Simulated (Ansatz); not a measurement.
Input:

ZrAg:
```xyz
2
Lattice="0.0000 2.7920 2.7920 2.7920 0.0000 2.7920 2.7920 2.7920 0.0000" Properties=species:S:1:pos:R:3 pbc="T T T"
Ag     0.0000     0.0000     0.0000
Zr     2.7920     2.7920     2.7920
```

This is the PBEsol-relaxed structure.

### Question
All from plane-wave PAW PBEsol (Ansatz code), unless another level is named. Predict the formation energy from the elements (no fitted shifts).

### Answer
0.47 eV/atom.

### Question
And the density of states at the Fermi level?

### Answer
1.4 states/eV per atom (mean over ±0.08 eV).

Space group Fm-3m (rock salt). The start of the workflow was typed in or built on a structure type; neither database checked (COD, Materials Project) lists it. COD files the formula under space group No. 129. Whether it is the stable phase at ambient conditions was not checked. The cell was relaxed with PBEsol under the symmetry of its start. At this level the phase is mechanically unstable. The run is not spin-polarised. Its formation energy is positive at this level, so the cell may be metastable or incomplete. The references are the lowest solids computed at this level, not always the standard phases. Scalar-relativistic: spin–orbit coupling is off unless named, which matters more the heavier the elements.

Potentials: the later of the program's two PAW sets.
